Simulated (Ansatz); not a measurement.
The relaxed structure here is a generated cell of Be: the first start was made by placing the elements on the sites of a structure type, and the end was not matched to a known phase here, so it may be hypothetical. Known forms of Be include space group No. 194.

A relaxed cell of Be (Ia-3 (No. 206)), relaxed on a k-mesh at least as fine as the one used below. Calculation: PBE (plane waves to 420 eV, PAW, scalar-relativistic; Ansatz, a quantum-chemistry and plane-wave program). Γ-centred k-mesh 8×8×8 on the run's cell (coarser than for final values), Fermi–Dirac smearing 0.05 eV.

```yaml
crystal:
  lattice:
    - [-2.89003, 2.89003, 2.89003]
    - [2.89003, -2.89003, 2.89003]
    - [2.89003, 2.89003, -2.89003]
  atoms:
    - { symbol: Be, position: [0.26279, 0.26279, 0.26279] }
    - { symbol: Be, position: [0.50000, 0.00000, 0.23721] }
    - { symbol: Be, position: [0.00000, 0.23721, 0.50000] }
    - { symbol: Be, position: [0.23721, 0.50000, 0.00000] }
    - { symbol: Be, position: [0.73721, 0.73721, 0.73721] }
    - { symbol: Be, position: [0.50000, 0.00000, 0.76279] }
    - { symbol: Be, position: [0.00000, 0.76279, 0.50000] }
    - { symbol: Be, position: [0.76279, 0.50000, 0.00000] }
```

The atoms are displaced by (Å):

| atom | ux | uy | uz |
|---|---|---|---|
| Be1 | -0.044 | -0.027 | -0.123 |
| Be2 | -0.073 | 0.058 | -0.041 |
| Be3 | 0.053 | 0.077 | 0.080 |
| Be4 | 0.074 | 0.014 | 0.046 |
| Be5 | -0.080 | -0.039 | 0.029 |
| Be6 | 0.038 | -0.108 | 0.091 |
| Be7 | -0.018 | -0.003 | 0.059 |
| Be8 | -0.125 | 0.131 | -0.047 |

What forces (eV/Å) and pressure result?


```tsv
atom	Fx	Fy	Fz
Be1	-0.86	-0.25	0.04
Be2	0.75	0.14	1.52
Be3	0.67	-0.11	-0.31
Be4	-0.43	0.75	-1.03
Be5	0.23	-0.15	-0.81
Be6	-1.26	0.02	-0.85
Be7	0.04	-0.41	0.07
Be8	0.87	0.01	1.37
```

Pressure +0.7 GPa.

The undisplaced cell is probably no minimum: from this displacement the run went on to P6₃/mmc (No. 194), 1.41 eV/atom below it.

No spin polarisation in the result.
